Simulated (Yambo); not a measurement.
```
CELL_PARAMETERS angstrom
      3.87901    -2.82972     0.00000
      3.87901     2.82972     0.00000
     -0.99155     0.00000     7.69603
ATOMIC_POSITIONS crystal
  O  0.79282 0.24876 0.08920
  O  0.20718 0.75124 0.91080
  O  0.75124 0.20718 0.41080
  O  0.24876 0.79282 0.58920
  O  0.90387 0.76033 0.21525
  O  0.09613 0.23967 0.78475
  O  0.23967 0.09613 0.28475
  O  0.76033 0.90387 0.71525
  P  0.92495 0.07505 0.25000
  P  0.07505 0.92495 0.75000
  Au 0.50000 0.00000 0.50000
  Au 0.00000 0.50000 0.00000
```

Workflow: norm-conserving PBEsol (Quantum ESPRESSO, 84 Ry, scalar-relativistic), then G0W0 in Yambo (2×2×2 Γ-centred k mesh, bands 9 to 262 and a 7 Ry block in the screening, 262 bands in G with the Bruneval-Gonze terminator, plasmon pole fitted at 27.2 eV).

Problem. Give the PBEsol and G0W0 gaps between the band edges found on this mesh, and say where the edges lie.

Solution. Edges: (-0.5, -0.5, 0) → (-0.5, -0.5, 0). PBEsol: 1.80 eV; G0W0: 3.91 eV. Nearest settings tried, and what they do to the gap: 176 bands in W, 176 bands in G: +18 meV; 6 Ry block (289 vectors against 363): -12 meV; 2×2×1 mesh: +71 meV. So the settings aren't converged at that level. The k mesh is coarse. Spin-orbit coupling is left out, which matters for elements this heavy: edges can move by tenths of an eV.

Geometry of the Materials Project entry, not relaxed at this level.

The structure is a Materials Project entry; no match was found in the copy of COD used, and its stability was not checked.
